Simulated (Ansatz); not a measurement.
In the program Ansatz at the LDA level (PAW), Ca2O in the trigonal phase (R-3m; Ca on 6c, O on 3a) relaxes to a = 3.442 Å, c = 17.468 Å. Ca has 3 nearest neighbours from 2.39 Å (trigonal pyramidal); O has 6 nearest neighbours from 2.39 Å (octahedral). Its formation energy from the elements is -1.96 eV/atom, with no fitted shifts.

Electronic character: metallic (no gap).

The bulk modulus is 554 kbar. The highest mode at Γ lies at 275 cm⁻¹.

The start of the workflow was typed in or built on a structure type; neither database checked (COD, Materials Project) lists it. Whether it is the stable phase at ambient conditions was not checked. The LDA relaxation kept the symmetry of its start; whether a distortion lowers the energy is not shown. The volume moved by -22 % from the start of the relaxation. As this level gives no gap, phonon frequencies hold no LO–TO term and depend on the k-mesh and smearing (Fermi–Dirac, 0.1 eV here). The references are the lowest solids computed at this level, not always the standard phases (solids in place of the gases).

Potentials: the earlier of the program's two PAW sets. The files were generated under PBE; for other functionals the program regenerates the frozen cores, and for LDA and PBEsol the local potential too.
